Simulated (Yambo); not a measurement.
Material: AlO2H (space group Pmn2_1, No. 31); a = 2.862 Å, b = 4.263 Å, c = 4.770 Å, α = β = γ = 90.00° (8 atoms in the cell). The geometry is that of Materials Project entry mp-23807, symmetrised and not relaxed again.

With norm-conserving PBEsol (Quantum ESPRESSO, 84 Ry, no spin-orbit coupling), the gap between the mesh's edge points (Γ → Γ) is 5.601 eV.

Estimate the G0W0 gap between the same points from Yambo (4×4×4 Γ-centred k mesh, 112 bands and a 8 Ry block in the screening, 112 bands in G with the Bruneval-Gonze terminator, plasmon pole fitted at 27.2 eV).

The correction is 2.351 eV, giving 7.952 eV, 1.4 times the PBEsol value.  Convergence of the G0W0 settings was not tested.
